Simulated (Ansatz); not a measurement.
AlFe (CsCl type, Pm-3m) at seven volumes, PBE in the plane-wave PAW code Ansatz, scaled uniformly. One row is withheld.

```
V (Å³/atom)  P (GPa)
-----------  -------
10.804             ?
11.160         12.45
11.516          5.73
11.873          0.00
12.229         -4.88
12.585         -9.02
12.941        -12.54
```

Problem. Fit the shown pressures and predict the withheld one.

Solution. P = (3/2)B₀(x^(7/2) − x^(5/2))[1 + (3/4)(B′ − 4)(x − 1)] with x = (V₀/V)^(2/3). Least squares on the six rows gives V₀ = 11.873 Å³/atom, B₀ = 176 GPa, B′ = 4.37. At V = 10.804, x = 1.0649 and P = 20.42 GPa. The run itself gave 20.33 GPa.

The cell was relaxed with PBE under the symmetry of its start. The final state is ferromagnetic, chosen from 4 collinear starts compared on coarse meshes (ties went to the first, and starts can fall back to one state), not a proven ground state.

Potentials: the later of the program's two PAW sets.
